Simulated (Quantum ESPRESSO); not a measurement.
## Calculated data, Mg₄ClF₇ (made-up cell)

Calculation on a made-up crystal cell, not a measurement: periodic Kohn-Sham density functional theory in plane waves with PseudoDojo standard norm-conserving scalar-relativistic pseudopotentials, each functional with its own files (v0.5 for PBE, v0.4.1 for LDA and PBEsol), no spin polarisation, no spin-orbit coupling, atoms not relaxed, stress positive in tension, energies less a fixed whole-eV offset for each atom's element; levels are Kohn-Sham levels at fractions of this cell's reciprocal vectors, counted from the reference band (half the neutral cell's valence electrons, rounded up) at Gamma; error bars cover cutoff and k-mesh only, not smearing or the files; each bar is the largest change over components, and at least 0.002 eV, 0.002 eV per angstrom or 0.02 GPa; added strain carries the atoms with the cell, and shear is the tensor component; no dispersion term; energies are for the whole cell, and the offsets were chosen from early runs and are not element reference energies; machines and their load varied, so run times do not measure scaling. Program: Quantum ESPRESSO 7.5.

Entry: Mg₄ClF₇ (made-up cell)

```xyz
12
Lattice="5.1029 -0.0375 0.0697 -0.0375 5.1161 -0.0080 0.0697 -0.0080 4.9359" Properties=species:S:1:pos:R:3 Mg4ClF7
Mg    -0.0554    -0.0178    -0.0458
Mg     0.0887     2.5661     2.4965
Mg     2.6207    -0.0047     2.4882
Mg     2.4731     2.5233     0.0024
F      1.3393     1.3260     1.2167
F      1.3502     1.3109     3.7659
F      1.2073     3.8512     1.1998
F      1.2719     3.8467     3.7429
F      3.8250     1.3350     1.2852
F      3.9335     1.3168     3.7594
Cl     3.7971     3.8112     1.2191
F      3.8817     3.8746     3.7376
```

- lattice type: fluorite
- functional: pbe
- cutoff: 1143 eV
- fermi dirac smearing: 0.025 eV
- scf tolerance: 1e-07 eV
- electrons removed: 0
- run command: pw.x -nk 1 -in in
- run processor: AMD EPYC, Zen 5 class, virtual cores
- k mesh: 4 x 4 x 5, shifted by half a step

Atoms:
| atoms element | atom site | atom energy offset (eV) |
| --- | --- | --- |
| Mg | 1 | -1617 |
| Mg | 2 | -1617 |
| Mg | 3 | -1617 |
| Mg | 4 | -1617 |
| F | 5 | -677 |
| F | 6 | -677 |
| F | 7 | -677 |
| F | 8 | -677 |
| F | 9 | -677 |
| F | 10 | -677 |
| Cl | 11 | -449 |
| F | 12 | -677 |

Question: Estimate the stress yz of Mg₄ClF₇ (made-up cell).
Answer: -0.1067 GPa

Question: Give the missing stress zz for Mg₄ClF₇ (made-up cell).
Answer: -19.36 GPa

Question: Mg₄ClF₇ (made-up cell): stress xx?
Answer: -10.75 GPa

Question: What stress xy does the calculation give for Mg₄ClF₇ (made-up cell)?
Answer: -1.782 GPa

Question: Give the table of levels values for Mg₄ClF₇ (made-up cell).
Answer: 
Levels:
| level k point | next band up (eV) |
| --- | --- |
| Gamma | 5.11 |
| (1/2,1/2,1/2) | 8.584 |
| (0.15,0,0) | 5.373 |
| (0,0.15,0) | 5.374 |
| (0,0,0.15) | 5.371 |

Further results for Mg₄ClF₇ (made-up cell):

- free energy less offsets: 29.71 eV
- scf iterations: 10
- smearing term minus ts: 0 eV
- pressure: 13.38 GPa
- stress yy: -10.01 GPa
- stress xz: 1.318 GPa
- reference band: 48
- error bar energy: 0.0044 eV
- error bar stress: 0.02451 GPa
- error bar force: 0.002 eV/Å
- error bar next band up: 0.002 eV
- error bars from: tighter rerun of a related cell
- wall time of scf and band steps on a shared machine: 419.2 s

Forces:
| site | x (eV/Å) | y (eV/Å) | z (eV/Å) |
| --- | --- | --- | --- |
| 1 | 2.062 | 2.231 | -1.619 |
| 2 | 0.6771 | -0.8023 | 0.5738 |
| 3 | -1.458 | 1.656 | 1.318 |
| 4 | -1.057 | -1.109 | -1.028 |
| 5 | -0.3454 | -0.261 | 0.6575 |
| 6 | 0.07602 | -0.2531 | -0.6451 |
| 7 | 0.3043 | 0.1387 | 0.5395 |
| 8 | 0.3317 | 0.04848 | -0.5611 |
| 9 | 0.2862 | -0.7758 | 0.1723 |
| 10 | -0.1549 | -0.1045 | -0.08877 |
| 11 | -0.4365 | -0.8525 | 1.372 |
| 12 | -0.2857 | 0.08472 | -0.6902 |
